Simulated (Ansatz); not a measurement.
The cell below belongs to a search over invented structures; it isn't taken from experiment.

Input and command of a plane-wave DFT calculation in Ansatz:

```yaml
crystal:
  lattice:
    - [5.3080273615, 0.0, 0.0]
    - [0.0, 4.9678106333, 0.0]
    - [-1.4198283609, 0.0, 7.4214567534]
  atoms:
    - { symbol: Hf, position: [0.366770217, 0.0, 0.1561972114] }
    - { symbol: Hf, position: [0.633229783, 0.0, 0.8438027886] }
    - { symbol: Cl, position: [0.3457859618, 0.5, 0.1712854084] }
    - { symbol: Cl, position: [0.6542140382, 0.5, 0.8287145916] }
    - { symbol: Cl, position: [0.8635182767, 0.0, 0.1728275442] }
    - { symbol: Cl, position: [0.1364817233, 0.0, 0.8271724558] }
    - { symbol: Cl, position: [0.5, 0.0, 0.5] }
basis:
  ecutwfc: 420
kpoints:
  mp_grid: { grid: [6, 6, 4] }
hamiltonian:
  xc: pbe
scf:
  occupations: { method: gaussian, width: 0.1 }
output:
  forces: true
  stress: true
  eigenvalues: true
relax:
  adjacent_minimum: "off"
  f_tol: 0.01
  max_steps: 80
  cell: { stress_tol: 0.05 }
```

```bash
ansatz run input.yaml --threads 1 --pin off --max-ram 2560MiB --backend cpu --events-out ev --progress --plain --runs-dir out
```

Processor: Arm Neoverse V2, 1 thread, on a host shared with other jobs.

How long does it run, and how much memory does it take?

About 3.7 min, peak memory 0.68 GiB. It solves 53 bands at 56 k points (after reduction by symmetry) with about 3813 plane waves (on the last cell), in 42 SCF iterations over 7 ionic steps.
